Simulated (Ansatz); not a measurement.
RbNb6S8 in space group P-3 (No. 147; Rb on 1b, Nb on 6g, S on 2d, S on 6g) at seven volumes, the program Ansatz at the LDA level (PAW), shape and atoms relaxed at each. One row is withheld.

| V (Å³/atom) | P (GPa) |
|---|---|
| 15.918 | ? |
| 16.443 | 8.66 |
| 16.968 | 3.95 |
| 17.492 | 0.01 |
| 18.017 | -3.29 |
| 18.542 | -6.01 |
| 19.067 | -8.21 |

Problem. Fit the shown pressures and predict the withheld one.

Solution. P = (3/2)B₀(x^(7/2) − x^(5/2))[1 + (3/4)(B′ − 4)(x − 1)] with x = (V₀/V)^(2/3). Least squares on the six rows gives V₀ = 17.492 Å³/atom, B₀ = 119 GPa, B′ = 5.21. At V = 15.918, x = 1.0649 and P = 14.35 GPa. The run itself gave 14.25 GPa.

The workflow started from a Materials Project entry (that database holds measured and hypothetical structures alike); the Crystallography Open Database copy checked does not list it. Its standing as an ambient phase is unchecked. The cell was relaxed with LDA under the symmetry of its start; whether a distortion lowers the energy is not shown. The run is not spin-polarised.

Potentials: the later of the program's two PAW sets.
